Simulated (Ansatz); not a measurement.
LaGeO:
```cif
data_Ge2La2O2
_chemical_formula_sum 'La2 Ge2 O2'
_space_group_name_H-M_alt 'P4/nmm :1'
_space_group_IT_number 129
_space_group_name_Hall 'P 4ab 2ab -1ab'
_cell_length_a 3.56614
_cell_length_b 3.56614
_cell_length_c 8.53335
_cell_angle_alpha 90.000
_cell_angle_beta 90.000
_cell_angle_gamma 90.000
loop_
_space_group_symop_operation_xyz
  'x, y, z'
  '-y+1/2, x+1/2, z'
  '-x, -y, z'
  'y+1/2, -x+1/2, z'
  'x+1/2, -y+1/2, -z'
  '-y, -x, -z'
  '-x+1/2, y+1/2, -z'
  'y, x, -z'
  '-x+1/2, -y+1/2, -z'
  'y, -x, -z'
  'x+1/2, y+1/2, -z'
  '-y, x, -z'
  '-x, y, z'
  'y+1/2, x+1/2, z'
  'x, -y, z'
  '-y+1/2, -x+1/2, z'
loop_
_atom_site_label
_atom_site_type_symbol
_atom_site_symmetry_multiplicity
_atom_site_Wyckoff_symbol
_atom_site_fract_x
_atom_site_fract_y
_atom_site_fract_z
_atom_site_occupancy
La1 La 2 c 0.50000 0.00000 0.33051 1
Ge1 Ge 2 a 0.00000 0.00000 0.00000 1
O1 O 2 c 0.00000 0.50000 0.39062 1
```

Relaxed with PBEsol.

Task: Decompose the optical modes at the zone centre into irreducible representations, and say which are infrared and Raman allowed.

Result: Point group 4/mmm: Γ_opt = 2A1g + 2A2u + B1g + 3Eg + 2Eu. Infrared: A2u, Eu. Raman: A1g, B1g, Eg.

Task: Assign frequencies (DFPT, PBEsol in the plane-wave PAW code Ansatz).

Result: B1g 45i, Eu 71, Eg 94, A2u 137, A1g 171, Eu 203, Eg 239, Eg 260, A1g 355, A2u 366 cm⁻¹.

Subscripts of B labels follow the axes of the standard setting.

The start of the workflow was typed in or built on a structure type; neither database checked (COD, Materials Project) lists it. Whether it is the stable phase at ambient conditions was not checked. The PBEsol relaxation kept the symmetry of its start; phonons show weakly imaginary modes. As this level gives no gap, phonon frequencies hold no LO–TO term and depend on the k-mesh and smearing (Fermi–Dirac, 0.1 eV here). Scalar-relativistic: spin–orbit coupling is off unless named, which matters more the heavier the elements.

Potentials: the earlier of the program's two PAW sets. The files were generated under PBE; for other functionals the program regenerates the frozen cores, and for LDA and PBEsol the local potential too.
